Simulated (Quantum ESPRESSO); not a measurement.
# HfZr2Ga3InY: one composition in several site orders

Simulated, not a measurement. The program is pw.x of Quantum ESPRESSO 7.5 (plane-wave density functional theory). The cell is made up: eight metal atoms on a hexagonal close-packed lattice, with elements, volume, strain and displacements drawn at random and not relaxed, so it may be unstable or far from any real phase. PseudoDojo standard norm-conserving files set the functional (PBE unless stated); there is no spin polarisation or spin-orbit coupling, the Fermi-Dirac width of 0.25 eV means electrons at about 2900 K, and the masses in the input are unused placeholders. Heavy elements are run without spin-orbit coupling, which real alloys of them have. A spin test at this wide smearing found no moment, but such smearing suppresses magnetism that the real alloy may have.

The runs put one composition on the sites in different orders. Cell, positions, cutoff, mesh and smearing stay as in the input of run 1; sites are counted in its order. Stress in the tables is positive in tension.

Input of run 1:

```
&control calculation='scf', pseudo_dir='./dojo.nc.sr.pbe.v0_5.standard.upf', outdir='./o', disk_io='minimal', tprnfor=.true., tstress=.true. /
&system ibrav=0, nat=8, ntyp=5, nbnd=63, ecutwfc=79.96652505, nosym=.true., tot_charge=0,
 occupations='smearing', smearing='fd', degauss=0.0183746611
/
&electrons conv_thr=1.470e-08, electron_maxstep=70, mixing_beta=0.5 /
ATOMIC_SPECIES
Ga 1.0 Ga.upf
Hf 1.0 Hf.upf
In 1.0 In.upf
Y 1.0 Y.upf
Zr 1.0 Zr.upf
CELL_PARAMETERS angstrom
-0.0141 0.0895 5.3606
6.4081 -0.0893 -0.0171
-3.2813 5.5344 0.1024
ATOMIC_POSITIONS angstrom
Hf 0.0215 0.0292 -0.013
Zr -1.6851 2.7552 0.0056
Ga 3.2691 0.0284 0.1196
Ga 1.5161 2.6488 0.0609
In -0.1041 1.8598 2.7516
Zr -1.6611 4.6784 2.8173
Y 3.2054 1.8167 2.6324
Ga 1.4984 4.553 2.7588
K_POINTS automatic
5 4 4 1 1 1
```

| run | elements on sites 1 to 8 | free energy less that of run 1 (eV) | -TS (eV) | pressure (GPa) | stress xx (GPa) | stress yy (GPa) | stress zz (GPa) | stress yz (GPa) | stress xz (GPa) | stress xy (GPa) | iterations |
| --- | --- | --- | --- | --- | --- | --- | --- | --- | --- | --- | --- |
| 1 | Hf Zr Ga Ga In Zr Y Ga | 0.000 | -1.545 | -5.59 | 7.71 | 4.91 | 4.14 | 0.36 | 0.14 | -1.20 | 14 |
| 2 | Ga Ga Zr In Hf Ga Y Zr | 0.201 | -1.475 | -5.67 | 6.03 | 5.33 | 5.64 | 0.14 | -0.69 | 0.22 | 14 |
| 3 | Y Ga In Ga Hf Ga Zr Zr | -0.382 | -1.425 | -6.25 | 6.35 | 6.40 | 5.99 | 0.65 | -0.16 | -0.59 | 13 |
| 4 | Ga Hf Zr Zr Ga Y In Ga | -0.345 | -1.433 | -5.99 | 6.76 | 5.57 | 5.64 | 0.86 | 0.26 | -1.54 | 13 |
| 5 | Zr Ga Ga Ga Zr In Hf Y | 0.167 | -1.468 | -5.74 | 5.57 | 4.18 | 7.47 | 0.59 | -0.09 | -0.51 | 14 |
| 6 | Ga Ga Zr In Y Zr Hf Ga | -0.335 | -1.482 | -6.17 | 5.59 | 5.96 | 6.96 | 0.42 | -0.05 | 0.56 | 13 |

Forces Fx Fy Fz (eV/Å):

| site | run 1 | run 2 | run 3 | run 4 | run 5 | run 6 |
| --- | --- | --- | --- | --- | --- | --- |
| 1 | 0.07 -0.32 0.25 | -0.28 -0.20 0.07 | 0.13 -0.52 0.37 | -0.19 -0.06 -0.01 | 0.00 0.21 0.26 | 0.16 -0.46 0.16 |
| 2 | 0.54 0.83 0.14 | 0.21 0.09 -0.07 | 0.27 -0.04 -0.02 | 0.50 -0.32 0.33 | 0.10 -0.27 0.06 | -0.18 0.23 0.18 |
| 3 | -0.40 -0.37 -0.32 | 0.32 -0.75 -0.66 | -0.06 -0.40 -0.53 | 0.21 -0.54 -0.54 | 0.07 0.13 -0.32 | -0.08 -0.25 -0.52 |
| 4 | -0.02 0.25 -0.09 | -0.22 0.46 -0.13 | 0.00 0.45 -0.04 | -0.04 0.45 -0.14 | 0.09 -0.01 0.00 | 0.41 0.35 -0.14 |
| 5 | 0.29 0.05 -0.17 | 0.15 -0.10 -0.12 | 0.20 0.62 -0.39 | -0.09 0.23 -0.02 | 0.37 0.11 -0.22 | -0.02 -0.12 -0.22 |
| 6 | 0.06 -0.43 -0.10 | 0.01 -0.16 0.08 | -0.03 -0.22 0.06 | -0.31 0.04 -0.24 | -0.18 -0.10 0.03 | -0.16 -0.03 0.02 |
| 7 | -0.52 -0.07 0.27 | -0.33 0.52 0.66 | -0.34 0.29 0.36 | 0.06 0.17 0.55 | -0.36 0.09 0.09 | -0.28 0.17 0.44 |
| 8 | -0.02 0.07 0.01 | 0.14 0.14 0.17 | -0.16 -0.17 0.20 | -0.15 0.01 0.07 | -0.08 -0.17 0.10 | 0.13 0.10 0.08 |

The sites are displaced and not relaxed, so the energy differences mix bonding between neighbours with strain and are not ordering energies. A rerun of one cell of this series at a higher cutoff and on a denser mesh moved values by no more than 0.006 eV in energy, 0.08 GPa in stress and 0.010 eV/Å in force, and a second program with other atomic files agreed on that cell to 2 % rms in force and 0.5 GPa in pressure.